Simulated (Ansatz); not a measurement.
**Relaxation path: Re (sc type)**

DFT, PBEsol, PAW with Ansatz's default frozen-core files, scalar-relativistic (Ansatz 0.2.0); a Γ-centred 16×16×16 k mesh, Fermi–Dirac smearing of 0.1 eV, no spin polarisation. The run relaxes cell and atoms at a target pressure of 70 GPa.

Command: `ansatz run input.yaml --threads 1 --pin off --max-ram 3584MiB --backend cpu --events-out ev --progress --plain --runs-dir out` It took 7.9 s on 1 thread of Arm Neoverse V2 (shared host), peak memory 0.29 GiB.

PAW: frozen-core files, cutoff 420 eV; forces are relaxed below 0.005 eV/Å.

Each step lists its enthalpy F + pV a cell above the last geometry, the pressure, the cell vectors (Å), and Cartesian positions (Å) with forces (eV/Å).

The first step:

```
step 1  dH = 26.95 meV  P = 89.5 GPa
  cell 2.3838 0.0000 0.0000  0.0000 2.3838 0.0000  0.0000 0.0000 2.3838
  Re 0.0000 0.0000 0.0000   0.0000 0.0000 0.0000
```

Spin–orbit coupling is left out, which matters for the heavy atoms. The PAW files were made under PBE.

The symmetry of the start is kept and no stability test is made, so the end need not be the stable phase.

Question: Where does the relaxation end, and by which steps?

Answer: After 4 geometries, with conventional a, b, c = 2.411, 2.411, 2.411 Å, at 14.007 Å³/atom (+3.41 % against the start) in space group Pm-3m, with a shortest distance of 2.411 Å. The further steps:
```
step 2  dH = 50.87 meV  P = 46.6 GPa  (not accepted)
  cell 2.4481 0.0000 0.0000  0.0000 2.4481 0.0000  0.0000 0.0000 2.4481
  Re 0.0000 0.0000 0.0000   0.0000 0.0000 0.0000
step 3  dH = 0.13 meV  P = 68.9 GPa
  cell 2.4122 0.0000 0.0000  0.0000 2.4122 0.0000  0.0000 0.0000 2.4122
  Re 0.0000 0.0000 0.0000   0.0000 0.0000 0.0000
step 4  dH = 0.00 meV  P = 70.0 GPa
  cell 2.4106 0.0000 0.0000  0.0000 2.4106 0.0000  0.0000 0.0000 2.4106
  Re 0.0000 0.0000 0.0000   0.0000 0.0000 0.0000
step 5  dH = -0.46 meV  P = 70.0 GPa  (same geometry on a basis chosen anew; earlier energies don't compare to the last digit)
  cell 2.4106 0.0000 0.0000  0.0000 2.4106 0.0000  0.0000 0.0000 2.4106
  Re 0.0000 0.0000 0.0000   0.0000 0.0000 0.0000
```
